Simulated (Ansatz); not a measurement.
**NaSrYWO$_{6}$: zone-centre modes**

Computed with Ansatz, DFT PBE, scalar-relativistic, plane waves, PAW. Cutoff 420 eV, Γ-centred 6×6×6 k-points, Gaussian smearing of 0.05 eV. Spin–orbit coupling is left out, which can shift energies with elements as heavy as these. No spin polarisation.

The undisturbed cell (relaxed at this level; it needn't be the usual structure):

```
Na Sr Y W O
1.0
     0.00000    4.14643    4.14643
     4.14643    0.00000    4.14643
     4.14643    4.14643    0.00000
Na Sr Y W O
1 1 1 1 6
Direct
  0.25000 0.25000 0.25000
  0.75000 0.75000 0.75000
  0.50000 0.50000 0.50000
  0.00000 0.00000 0.00000
  0.76742 0.23258 0.23258
  0.23258 0.76742 0.76742
  0.76742 0.76742 0.23258
  0.23258 0.23258 0.76742
  0.23258 0.76742 0.23258
  0.76742 0.23258 0.76742
```

Harmonic modes by finite displacements of 0.02 Å, without the LO–TO term.

(1) At this geometry, is the structure stable against these modes?

(2) List the wavenumbers in cm⁻¹.

Results:

(1) No: 6 modes are unstable, the strongest at 154i cm⁻¹.

(2) 154i, 154i, 154i, 57i, 57i, 57i, 0, 0, 0, 65, 65, 65, 134, 134, 134, 187, 187, 187, 276, 276, 276, 392, 392, 392, 576, 576, 576, 588, 588, 872.